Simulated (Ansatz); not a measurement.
SiC (zinc blende, space group No. 216) under volume change, DFT-PBE in the program Ansatz with PAW potentials, scaled uniformly.

```json
[
 {"V (Å³/atom)": "9.556", "E − E(relaxed) (meV/atom)": "65.8", "P (GPa)": "24.09"},
 {"V (Å³/atom)": "9.871", "E − E(relaxed) (meV/atom)": "27.7", "P (GPa)": "14.85"},
 {"V (Å³/atom)": "10.187", "E − E(relaxed) (meV/atom)": "6.6", "P (GPa)": "6.87"},
 {"V (Å³/atom)": "10.502", "E − E(relaxed) (meV/atom)": "0.0", "P (GPa)": "0.00"},
 {"V (Å³/atom)": "10.817", "E − E(relaxed) (meV/atom)": "6.0", "P (GPa)": "-5.93"},
 {"V (Å³/atom)": "11.132", "E − E(relaxed) (meV/atom)": "22.8", "P (GPa)": "-11.04"},
 {"V (Å³/atom)": "11.447", "E − E(relaxed) (meV/atom)": "48.9", "P (GPa)": "-15.44"}
]
```

Question: What does a third-order Birch–Murnaghan fit give for V₀, B₀ and B′?

Answer: V₀ = 10.50 Å³/atom, B₀ = 212 GPa, B′ = 3.9.

Space group F-43m (zinc blende). The PBE relaxation kept the symmetry of its start; phonons on a q-mesh show no instability.

Potentials: the later of the program's two PAW sets.
